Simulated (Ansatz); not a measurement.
SrMoO3:
```
CELL_PARAMETERS angstrom
      3.95075     0.00000     0.00000
      0.00000     3.95075     0.00000
      0.00000     0.00000     3.95075
ATOMIC_POSITIONS crystal
  Sr 0.50000 0.50000 0.50000
  Mo 0.00000 0.00000 0.00000
  O  0.50000 0.00000 0.00000
  O  0.00000 0.50000 0.00000
  O  0.00000 0.00000 0.50000
```

Relaxed with PBEsol. Special points in fractions of this cell's reciprocal vectors: Γ (0.000, 0.000, 0.000); X (0.000, 0.500, 0.000); M (0.500, 0.500, 0.000); R (0.500, 0.500, 0.500).

### Question
List the band energies nearest the Fermi level at these points for DFT-PBEsol with spin–orbit coupling in the program Ansatz with PAW potentials.

### Answer
In eV from the Fermi level; about four levels below and three above (degenerate sets whole), none deeper than 8.9 eV; points with the same levels are listed once.

```tsv
k	below	above
Γ	-2.10 -2.10 -2.10 -2.10 -1.97 -1.97	1.85 1.85 1.85 1.85
X	-4.22 -4.22 -1.85 -1.85	0.67 0.67 0.76 0.76
M	-4.96 -4.96 -3.56 -3.56	0.70 0.70 0.78 0.78
R	-3.47 -3.47 -3.47 -3.47	1.78 1.78 1.78 1.78
```

Space group Pm-3m (cubic perovskite). The workflow started from a Materials Project entry (that database holds measured and hypothetical structures alike); the Crystallography Open Database copy checked does not list it. Its standing as an ambient phase is unchecked. Symmetry was held in the PBEsol relaxation; its stability against distortions is not shown here. The workflow began spin-polarised and lost its moments. No Hubbard U is applied.

Potentials: the later of the program's two PAW sets.
